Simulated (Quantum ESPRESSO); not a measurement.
## TiTaNbO6F2 (convergence and cost over cutoff and k mesh)

Simulated, not a measurement. The program is pw.x of Quantum ESPRESSO 7.5 (plane-wave density functional theory). The cell is made up: 11 atoms on a rutile lattice with one site empty, with randomly drawn elements, strain and displacements, not relaxed. PseudoDojo standard norm-conserving files (v0.5 for PBE, v0.4.1 for LDA and PBEsol) set the functional; there is no spin polarisation, spin-orbit coupling or dispersion term, and the masses in the input are unused placeholders.

Input of the run in row 2:

```
&control calculation='scf', pseudo_dir='./dojo.nc.sr.pbe.v0_5.standard.upf', outdir='./o', disk_io='medium', tprnfor=.true., tstress=.true. /
&system ibrav=0, nat=11, ntyp=5, nbnd=50, ecutwfc=84.00895049, nosym=.true., tot_charge=0,
 occupations='smearing', smearing='fd', degauss=0.0018374661
/
&electrons conv_thr=7.350e-09, electron_maxstep=60, /
ATOMIC_SPECIES
F 1.0 F.upf
Nb 1.0 Nb.upf
O 1.0 O.upf
Ta 1.0 Ta.upf
Ti 1.0 Ti.upf
CELL_PARAMETERS angstrom
4.6742 0.0395 -0.0155
0.0395 4.6867 -0.0072
-0.0201 -0.0093 6.0619
ATOMIC_POSITIONS angstrom
Ti -0.0125 0.0517 0.0341
Ta 0.003 -0.0035 3.0219
Nb 2.346 2.3536 4.5373
O 1.4088 1.4645 -0.0004
O 3.2627 3.2778 -0.0158
O 3.7427 0.9591 1.5137
O 0.9384 3.7792 1.5095
F 1.4342 1.4168 3.0403
O 3.3061 3.2706 2.9963
F 3.7721 0.9521 4.5222
O 0.9153 3.7957 4.5065
K_POINTS automatic
5 5 4 1 1 1
```

The same cell was run at these settings. Meshes are shifted by half a step, and differences are from the last row, which is itself not exact.

| cutoff (eV) | k mesh | k points solved | threshold (eV) | free energy less the last row's (eV) | pressure (GPa) | largest stress difference (GPa) | largest force difference (eV/Å) | iterations | wall time (s) | k-point pools | processor |
| --- | --- | --- | --- | --- | --- | --- | --- | --- | --- | --- | --- |
| 800 | 2 x 2 x 2 | 4 | 1e-04 | 1.596 | -15.55 | 14.14 | 0.103 | 16 | 80 | 1 | AMD EPYC, Zen 5 class |
| 1143 | 5 x 5 x 4 | 50 | 1e-07 | 0.004 | -1.46 | 0.03 | 0.001 | 22 | 1347 | 1 | AMD EPYC, Zen 5 class |
| 1467 | 7 x 7 x 6 | 147 | 1e-07 | 0.000 | -1.43 | 0.00 | 0.000 | 23 | 1426 | 4 | Intel Xeon, older |

Each pool is one process. Wall times include start-up and a band step at six k points, which weighs most on the coarsest meshes. The runs were on shared virtual cores whose load varied, so times are rough.